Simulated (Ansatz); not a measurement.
Question: MoS₂ in space group R3m (No. 160; Mo on 3a, S on 3a, S on 3a) is relaxed with DFT-r²SCAN in the program Ansatz with PAW potentials. What lattice parameters of the conventional cell result?

Answer: a = 3.185 Å, c = 19.495 Å.

Question: Give the free coordinates with the occupied sites.

Answer: In one choice of origin and axes:

```csv
atom,site,symmetry,x,y,z
Mo,3a,3m,0.0000,0.0000,0.0002
S,3a,3m,0.0000,0.0000,0.5872
S,3a,3m,0.0000,0.0000,0.7465
```

Question: Is it a metal or does it have a gap at this level?

Answer: A gap of 1.15 eV, indirect.

The cell was relaxed with r²SCAN under the symmetry of its start. The run is not spin-polarised. A crystal of weakly bound layers computed without a dispersion correction: the cell and the soft elastic constants depend strongly on that. Spin–orbit coupling is left out wherever it is not named.

Potentials: the earlier of the program's two PAW sets.
